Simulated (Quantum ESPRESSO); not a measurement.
## Ga3MgP3S (convergence and cost over cutoff and k mesh)

Computed values, not a measurement. The program is pw.x of Quantum ESPRESSO 7.5 (plane-wave density functional theory). The cell is made up: 8 atoms on a zincblende/diamond lattice, with randomly drawn elements, strain and displacements, not relaxed. PseudoDojo standard norm-conserving files (v0.5 for PBE, v0.4.1 for LDA and PBEsol) set the functional; there is no spin polarisation, spin-orbit coupling or dispersion term, and the masses in the input are unused placeholders.

Input of the run in row 2:

```
&control calculation='scf', pseudo_dir='./dojo.nc.sr.pbe.v0_5.standard.upf', outdir='./o', disk_io='medium', tprnfor=.true., tstress=.true. /
&system ibrav=0, nat=8, ntyp=4, nbnd=41, ecutwfc=84.00895049, nosym=.true., tot_charge=0,
 occupations='smearing', smearing='fd', degauss=0.0018374661
/
&electrons conv_thr=7.350e-09, electron_maxstep=60, /
ATOMIC_SPECIES
Ga 1.0 Ga.upf
Mg 1.0 Mg.upf
P 1.0 P.upf
S 1.0 S.upf
CELL_PARAMETERS angstrom
5.5654 0.0 0.0
0.0 5.5654 0.0
0.0 0.0 5.5654
ATOMIC_POSITIONS angstrom
Ga -0.0046 -0.0141 0.0365
Ga -0.0285 2.774 2.769
Ga 2.7698 -0.0307 2.8179
Mg 2.7788 2.8237 0.0067
P 1.4425 1.3841 1.3695
P 1.3972 4.2082 4.1728
S 4.1988 1.3871 4.189
P 4.1995 4.1934 1.3957
K_POINTS automatic
4 4 4 1 1 1
```

The same cell was run at these settings. Meshes are shifted by half a step, and differences are from the last row, which is itself not exact.

```
cutoff (eV)     k mesh  k points solved  threshold (eV)  free energy less the last row's (eV)  pressure (GPa)  largest stress difference (GPa)  largest force difference (eV/Å)  iterations  wall time (s)  k-point pools              processor
        800  2 x 2 x 2                4           1e-04                                 3.550          -27.40                            28.17                            0.034           7             38              1  AMD EPYC, Zen 5 class
       1143  4 x 4 x 4               32           1e-07                                 0.006            0.77                             0.00                            0.002          10            498              1  AMD EPYC, Zen 5 class
       1437  6 x 6 x 6              108           1e-07                                 0.000            0.77                             0.00                            0.000          10           2436              1  AMD EPYC, Zen 5 class
```

Each pool is one process. Wall times include start-up and a band step at six k points, which weighs most on the coarsest meshes. The runs were on shared virtual cores whose load varied, so times are rough.